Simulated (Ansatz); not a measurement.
LaAs (CsCl-type structure)

Computed with Ansatz (plane waves, PAW, 420 eV cutoff): PBEsol, scalar-relativistic, no spin polarisation, Γ-centred 8×8×8 mesh, 0.05 eV Gaussian smearing. The datasets are Ansatz's generated set soft_2.

```
La As
1.0
     3.68471    0.00000    0.00000
     0.00000    3.68471    0.00000
     0.00000    0.00000    3.68471
La As
1 1
Direct
  0.00000 0.00000 0.00000
  0.50000 0.50000 0.50000
```

This is a trial structure; measured cells of the compound in the Crystallography Open Database are in space group Fm-3m (rock salt).

Cell and atoms are those of this level's equilibrium.

The cell has space group Pm-3m (read at 0.01 Å). In it the stress is -0.01, -0.01, -0.01, 0.00, 0.00, 0.00 GPa and the largest force component 0.000 eV/Å. Each change below starts from this cell, without further relaxation. Stress is in GPa, positive in compression, in the order xx, yy, zz, yz, xz, xy; energies are counted from the cell above and are free energies with the smearing's entropy, which match forces and stress in a metal.

What happens when atom 2 (As) is moved by 0.12 Å along x?

The energy changes by 11.3 meV per cell, and the force on it along the shift is -0.205 eV/Å (−F/u = 1.71 eV/Å²). Stress: -0.30, 0.58, 0.58, 0.00, 0.00, 0.00.
| atom | Fx (eV/Å) | Fy | Fz |
| --- | --- | --- | --- |
| La1 | 0.205 | 0.000 | 0.000 |
| As2 | -0.205 | 0.000 | 0.000 |
In a harmonic crystal the energy would rise by −½F·u = ½ × 1.71 × 0.12² eV = 12.3 meV, close to the run's value; the rest is anharmonic or numerical.

What stress follows from an engineering strain of 1 % in yz, atoms carried along?

0.01, -0.02, -0.02, 0.17, 0.00, 0.00 GPa; the energy changes by -0.3 meV per cell.
The stress changes with the wrong sign for a stable crystal (a clamped-atom constant of about -16.9 GPa), so the cell is unstable against this strain on this mesh; in a metal a finer mesh can change the sign.

Spin–orbit coupling, which matters for such heavy elements, is left out.
